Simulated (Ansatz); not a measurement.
LaC$_{2}$ (MoSi2 or CaC2 type, I4/mmm) at seven volumes, r²SCAN in the plane-wave PAW code Ansatz, shape and atoms relaxed at each. One row is withheld.

```csv
V (Å³/atom),P (GPa)
15.589,10.86
16.103,6.62
16.617,3.04
17.131,0.00
17.645,-2.56
18.159,?
18.673,-6.53
```

Task: Fit the shown pressures and predict the withheld one.

Result: P = (3/2)B₀(x^(7/2) − x^(5/2))[1 + (3/4)(B′ − 4)(x − 1)] with x = (V₀/V)^(2/3). Least squares on the six rows gives V₀ = 17.132 Å³/atom, B₀ = 92.5 GPa, B′ = 4.62. At V = 18.159, x = 0.9619 and P = -4.71 GPa. The run itself gave -4.72 GPa.

The workflow started from an entry of the Crystallography Open Database (COD). Its standing as an ambient phase is unchecked. Symmetry was held in the r²SCAN relaxation; its stability against distortions is not shown here. Scalar-relativistic: spin–orbit coupling is off unless named, which matters more the heavier the elements.

Potentials: the later of the program's two PAW sets.
